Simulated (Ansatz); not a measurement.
Cd₂SeS:
```
CELL_PARAMETERS angstrom
      4.15740     0.00000     0.00000
     -2.07870     3.60041     0.00000
      0.00000     0.00000     6.79698
ATOMIC_POSITIONS crystal
  Cd 0.00000 0.00000 0.48858
  Cd 0.33333 0.66667 0.01058
  Se 0.33333 0.66667 0.62715
  S  0.00000 0.00000 0.12168
```

Relaxed with LDA. Special points in fractions of this cell's reciprocal vectors: Γ (0.000, 0.000, 0.000); M (0.500, 0.000, 0.000); K (0.333, 0.333, 0.000); A (0.000, 0.000, 0.500); L (0.500, 0.000, 0.500); H (0.333, 0.333, 0.500).

### Question
List the band energies nearest the valence-band maximum at these points for LDA (plane waves, PAW; program Ansatz).

### Answer
In eV from the valence-band maximum; about four levels below and three above (degenerate sets whole), none deeper than 8.9 eV; points with the same levels are listed once.

```json
[
 {"k": "Γ", "below": "-1.04 -1.04 -0.21 0.00 0.00", "above": "0.60 2.26 5.88 5.88"},
 {"k": "M", "below": "-3.01 -2.21 -1.58 -0.87", "above": "3.13 3.36 4.61"},
 {"k": "K", "below": "-3.50 -2.26 -2.07 -1.91", "above": "4.01 4.56 5.00"},
 {"k": "A", "below": "-0.85 -0.85 -0.23 -0.23", "above": "2.18 2.54 5.48"},
 {"k": "L", "below": "-1.87 -1.74 -1.46 -1.29", "above": "2.84 2.90 4.68"},
 {"k": "H", "below": "-2.98 -2.58 -1.50 -1.21", "above": "3.79 3.82 5.38"}
]
```

Space group P3m1. The workflow started from a Materials Project entry (that database holds measured and hypothetical structures alike); the Crystallography Open Database copy checked does not list it. Whether it is the stable phase at ambient conditions was not checked. The LDA relaxation kept the symmetry of its start; of distortions, only those at the zone centre were tested. Spin–orbit coupling is left out wherever it is not named.

Potentials: the later of the program's two PAW sets.
